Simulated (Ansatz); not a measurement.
Geometry optimisation in Ansatz: input, command and trajectory.

```yaml
crystal:
  lattice:
    - [-6.51702593, 6.51702593, 2.624035535]
    - [6.51702593, -6.51702593, 2.624035535]
    - [6.51702593, 6.51702593, -2.624035535]
  atoms:
    - { symbol: Si, position: [0.21021096, 0.38130185, 0.59151281] }
    - { symbol: Si, position: [0.38130185, 0.78978904, 0.17109089] }
    - { symbol: Si, position: [0.61869815, 0.21021096, 0.82890911] }
    - { symbol: Si, position: [0.78978904, 0.38130185, 0.17109089] }
    - { symbol: Si, position: [0.21021096, 0.61869815, 0.82890911] }
    - { symbol: Si, position: [0.78978904, 0.61869815, 0.40848719] }
    - { symbol: Si, position: [0.38130185, 0.21021096, 0.59151281] }
    - { symbol: Si, position: [0.61869815, 0.78978904, 0.40848719] }
    - { symbol: O, position: [0.89285334, 0.10714666, 0.5] }
    - { symbol: O, position: [0.10714666, 0.60714666, 0.21429332] }
    - { symbol: O, position: [0.39285334, 0.89285334, 0.78570668] }
    - { symbol: O, position: [0.60714666, 0.39285334, 0.5] }
    - { symbol: O, position: [0.10714666, 0.89285334, 0.5] }
    - { symbol: O, position: [0.89285334, 0.39285334, 0.78570668] }
    - { symbol: O, position: [0.60714666, 0.10714666, 0.21429332] }
    - { symbol: O, position: [0.39285334, 0.60714666, 0.5] }
    - { symbol: O, position: [0.24303649, 0.5, 0.74303649] }
    - { symbol: O, position: [0.5, 0.75696351, 0.25696351] }
    - { symbol: O, position: [0.5, 0.24303649, 0.74303649] }
    - { symbol: O, position: [0.75696351, 0.5, 0.25696351] }
    - { symbol: O, position: [0.31326444, 0.31326444, 0.62652888] }
    - { symbol: O, position: [0.31326444, 0.68673556, 0.0] }
    - { symbol: O, position: [0.68673556, 0.31326444, 0.0] }
    - { symbol: O, position: [0.68673556, 0.68673556, 0.37347112] }
basis:
  ecutwfc: 500
kpoints:
  mp_grid: { grid: [6, 6, 6] }
hamiltonian:
  xc: r2scan
scf:
  occupations: { method: gaussian, width: 0.02 }
output:
  forces: true
  stress: true
  eigenvalues: true
relax:
  adjacent_minimum: "off"
  f_tol: 0.005
  max_steps: 80
  cell: { stress_tol: 0.05 }
```

```bash
ansatz run input.yaml --threads 4 --pin off --max-ram 10240MiB --backend cpu --events-out ev --progress --plain --runs-dir out
```

Method: Ansatz 0.2.0, DFT r2SCAN, scalar-relativistic, plane waves, PAW.

Of 4 frames 3 are shown, positions in Å and forces in eV/Å; the SCF threshold varies from step to step. Steps run on the plane waves of an earlier cell, with a Pulay correction in the pressure. The basis is chosen afresh for the last frame, the zero of the energies, and at times for earlier ones too; energy and pressure can step there, also at an unchanged geometry. Where two frames share a geometry here, they differ by under 2 meV/atom and 0.3 GPa.

```xyz
24
Lattice="-6.5170 6.5170 2.6240 6.5170 -6.5170 2.6240 6.5170 6.5170 -2.6240" Properties=species:S:1:pos:R:3:forces:R:3 pbc="T T T" step=1 free_energy_over_end_meV_per_atom=0.01 pressure_GPa=0.09
Si    4.9699    2.7399    0.0000   -0.0250   -0.0096    0.0000
Si    3.7771   -1.5471    2.6240    0.0096   -0.0250    0.0000
Si    2.7399    8.0641    0.0000   -0.0096    0.0250    0.0000
Si   -1.5471    3.7771    2.6240   -0.0250    0.0096    0.0000
Si    8.0641    2.7399    0.0000    0.0250   -0.0096    0.0000
Si    1.5471    3.7771    2.6240    0.0250    0.0096    0.0000
Si    2.7399    4.9699    0.0000   -0.0096   -0.0250    0.0000
Si    3.7771    1.5471    2.6240    0.0096    0.0250    0.0000
O    -1.8620    8.3790    1.3120    0.0078   -0.0078    0.0000
O     4.6551   -1.8620    1.3120    0.0078    0.0078    0.0000
O     8.3790    1.8620    1.3120   -0.0078   -0.0078    0.0000
O     1.8620    4.6551    1.3120   -0.0078    0.0078    0.0000
O     8.3790   -1.8620    1.3120   -0.0078    0.0078    0.0000
O     1.8620    8.3790    1.3120   -0.0078   -0.0078    0.0000
O    -1.8620    4.6551    1.3120    0.0078    0.0078    0.0000
O     4.6551    1.8620    1.3120    0.0078   -0.0078    0.0000
O     6.5170    3.1677    0.0000    0.0000    0.0141    0.0000
O     3.3493    0.0000    2.6240   -0.0141    0.0000    0.0000
O     3.1677    6.5170    0.0000    0.0141    0.0000    0.0000
O     0.0000    3.3493    2.6240    0.0000   -0.0141    0.0000
O     4.0831    4.0831    0.0000    0.0098    0.0098    0.0000
O     2.4339   -2.4339    2.6240   -0.0098    0.0098    0.0000
O    -2.4339    2.4339    2.6240    0.0098   -0.0098    0.0000
O     2.4339    2.4339    2.6240   -0.0098   -0.0098    0.0000
24
Lattice="-6.5179 6.5179 2.6242 6.5179 -6.5179 2.6242 6.5179 6.5179 -2.6242" Properties=species:S:1:pos:R:3:forces:R:3 pbc="T T T" step=2 free_energy_over_end_meV_per_atom=0.00 pressure_GPa=0.05
Si    4.9704    2.7402    0.0000   -0.0165   -0.0055    0.0000
Si    3.7777   -1.5474    2.6242    0.0055   -0.0165    0.0000
Si    2.7402    8.0653    0.0000   -0.0055    0.0165    0.0000
Si   -1.5474    3.7777    2.6242   -0.0165    0.0055    0.0000
Si    8.0653    2.7402    0.0000    0.0165   -0.0055    0.0000
Si    1.5474    3.7777    2.6242    0.0165    0.0055    0.0000
Si    2.7402    4.9704    0.0000   -0.0055   -0.0165    0.0000
Si    3.7777    1.5474    2.6242    0.0055    0.0165    0.0000
O    -1.8622    8.3800    1.3121    0.0056   -0.0056    0.0000
O     4.6557   -1.8622    1.3121    0.0056    0.0056    0.0000
O     8.3800    1.8622    1.3121   -0.0056   -0.0056    0.0000
O     1.8622    4.6557    1.3121   -0.0056    0.0056    0.0000
O     8.3800   -1.8622    1.3121   -0.0056    0.0056    0.0000
O     1.8622    8.3800    1.3121   -0.0056   -0.0056    0.0000
O    -1.8622    4.6557    1.3121    0.0056    0.0056    0.0000
O     4.6557    1.8622    1.3121    0.0056   -0.0056    0.0000
O     6.5179    3.1681    0.0000    0.0000    0.0089    0.0000
O     3.3497    0.0000    2.6242   -0.0089    0.0000    0.0000
O     3.1681    6.5179    0.0000    0.0089    0.0000    0.0000
O     0.0000    3.3497    2.6242    0.0000   -0.0089    0.0000
O     4.0837    4.0837    0.0000    0.0073    0.0073    0.0000
O     2.4342   -2.4342    2.6242   -0.0073    0.0073    0.0000
O    -2.4342    2.4342    2.6242    0.0073   -0.0073    0.0000
O     2.4342    2.4342    2.6242   -0.0073   -0.0073    0.0000
24
Lattice="-6.5189 6.5189 2.6243 6.5189 -6.5189 2.6243 6.5189 6.5189 -2.6243" Properties=species:S:1:pos:R:3:forces:R:3 pbc="T T T" step=4 free_energy_over_end_meV_per_atom=0.00 pressure_GPa=0.00
Si    4.9710    2.7406    0.0000   -0.0027    0.0002    0.0000
Si    3.7783   -1.5479    2.6243   -0.0002   -0.0027    0.0000
Si    2.7406    8.0667    0.0000    0.0002    0.0027    0.0000
Si   -1.5479    3.7783    2.6243   -0.0027   -0.0002    0.0000
Si    8.0667    2.7406    0.0000    0.0027    0.0002    0.0000
Si    1.5479    3.7783    2.6243    0.0027   -0.0002    0.0000
Si    2.7406    4.9710    0.0000    0.0002   -0.0027    0.0000
Si    3.7783    1.5479    2.6243   -0.0002    0.0027    0.0000
O    -1.8623    8.3812    1.3122    0.0019   -0.0019    0.0000
O     4.6566   -1.8623    1.3122    0.0019    0.0019    0.0000
O     8.3812    1.8623    1.3122   -0.0019   -0.0019    0.0000
O     1.8623    4.6566    1.3122   -0.0019    0.0019    0.0000
O     8.3812   -1.8623    1.3122   -0.0019    0.0019    0.0000
O     1.8623    8.3812    1.3122   -0.0019   -0.0019    0.0000
O    -1.8623    4.6566    1.3122    0.0019    0.0019    0.0000
O     4.6566    1.8623    1.3122    0.0019   -0.0019    0.0000
O     6.5189    3.1686    0.0000    0.0000    0.0017    0.0000
O     3.3502    0.0000    2.6243   -0.0017    0.0000    0.0000
O     3.1686    6.5189    0.0000    0.0017    0.0000    0.0000
O     0.0000    3.3502    2.6243    0.0000   -0.0017    0.0000
O     4.0844    4.0844    0.0000    0.0029    0.0029    0.0000
O     2.4345   -2.4345    2.6243   -0.0029    0.0029    0.0000
O    -2.4345    2.4345    2.6243    0.0029   -0.0029    0.0000
O     2.4345    2.4345    2.6243   -0.0029   -0.0029    0.0000
```

The run took 55 s on 4 threads of AMD EPYC 9R45 96-Core Processor (Zen 5) (shared host), peak memory 3.4 GiB.